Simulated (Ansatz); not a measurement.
ZnAu (CsCl type, Pm-3m) at seven volumes, DFT-PBE in the program Ansatz with PAW potentials, scaled uniformly. One row is withheld.

```
V (Å³/atom)  P (GPa)
-----------  -------
14.723         14.27
15.208          8.57
15.694          3.87
16.179         -0.01
16.665         -3.20
17.150         -5.81
17.635             ?
```

Fit the shown pressures and predict the withheld one.

P = (3/2)B₀(x^(7/2) − x^(5/2))[1 + (3/4)(B′ − 4)(x − 1)] with x = (V₀/V)^(2/3). Least squares on the six rows gives V₀ = 16.178 Å³/atom, B₀ = 117 GPa, B′ = 5.48. At V = 17.635, x = 0.9441 and P = -7.97 GPa. The run itself gave -7.94 GPa.

The PBE relaxation kept the symmetry of its start; of distortions, only those at the zone centre were tested. Spin–orbit coupling is left out wherever it is not named.

Potentials: the later of the program's two PAW sets.
